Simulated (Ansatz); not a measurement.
The start is a relaxed GaCuSe2 cell shaken by Gaussian noise of σ = 0.08 Å a coordinate. Cell shape, volume and atoms are optimised at zero target pressure with PBE (plane waves to 420 eV, PAW, scalar-relativistic; Ansatz, an electronic-structure program). The first steps use a coarse 6×6×3 k-mesh.

Input geometry:
```
CELL_PARAMETERS angstrom
      3.96627     0.00000     0.00000
      0.00000     3.96627     0.00000
      0.00000     0.00000     9.93053
ATOMIC_POSITIONS crystal
  Cu 0.99063 0.98788 0.49543
  Cu 0.47690 0.51084 0.98877
  Ga 0.00427 0.00918 0.00293
  Ga 0.53465 0.52480 0.49661
  Se 0.74090 0.73056 0.27169
  Se 0.22779 0.24113 0.25936
  Se 0.76032 0.23859 0.73492
  Se 0.25213 0.75948 0.74949
```

| Property | Value |
|---|---|
| Largest initial force | about 1.1 eV/Å, on Se5 (atoms numbered as listed) |
| Energy released | 0.20 eV/atom |
| Relative to the parent | It does not go back: it reaches Immm (No. 71), 0.17 eV/atom below the parent |
| Shortest distances (start → end) | The closest pairs of elements (up to four, under 3.6 Å), start → end: Cu–Se 2.64 → 2.35 Å; Ga–Se 2.51 → 2.88 Å; Cu–Ga 2.58 → 2.78 Å; Se–Se 2.73 → 2.82 Å |
| Band gap at the end | zero (metallic) |
| Optimiser moves | 24 |

Final values are on a 17×17×17 k-mesh of the relaxed cell. No spin polarisation in the result.

The relaxed structure here is a generated cell of GaCuSe2: the first start was made by a random draw of sites in a space group, and the end was not matched to a known phase here, so it may be hypothetical. Known forms of GaCuSe2 include space group No. 122.
